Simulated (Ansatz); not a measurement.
IrRu:
```yaml
crystal:
  lattice:
    - [1.34158, 0.77456, 4.39147]
    - [-1.34158, 0.77456, 4.39147]
    - [0.00000, -1.54912, 4.39147]
  atoms:
    - { symbol: Ru, position: [0.50000, 0.50000, 0.50000] }
    - { symbol: Ir, position: [0.00000, 0.00000, 0.00000] }
```

Relaxed with PBEsol. Special points in fractions of this cell's reciprocal vectors: Γ (0.000, 0.000, 0.000); T (0.500, 0.500, 0.500); H2 (0.813, 0.187, 0.500); H0 (0.500, -0.187, 0.187); L (0.500, 0.000, 0.000); S0 (0.344, -0.344, 0.000); S2 (0.656, 0.000, 0.344); F (0.500, 0.000, 0.500).

Q: List the band energies nearest the Fermi level at these points for DFT-PBEsol with spin–orbit coupling in the program Ansatz with PAW potentials.

A: In eV from the Fermi level; about four levels below and three above (degenerate sets whole), none deeper than 8.9 eV; … stands for higher levels left out; points with the same levels are listed once.

```csv
k,below,above
Γ,-0.56 -0.56 -0.08 -0.08,1.24 1.24 1.56 1.56
T,-0.26 -0.26 -0.09 -0.09,…
H2,-1.25 -1.25 -1.14 -1.14,0.86 0.86 1.21 1.21
L,-1.71 -1.71 -1.07 -1.07,1.32 1.32 1.76 1.76
S0,-1.40 -1.40 -0.89 -0.89,0.66 0.66 1.15 1.15
F,-3.16 -3.16 -0.19 -0.19,0.97 0.97 1.32 1.32
```

Space group R-3m. The workflow started from a Materials Project entry (that database holds measured and hypothetical structures alike); the Crystallography Open Database copy checked does not list it. With Ru and Ir taken as one species the cell has the higher symmetry Fm-3m, so it may be an ordered model of a mixed-site phase. Whether it is the stable phase at ambient conditions was not checked. The cell was relaxed with PBEsol under the symmetry of its start; its stability against distortions is not shown here. The run is not spin-polarised.

Potentials: the later of the program's two PAW sets.
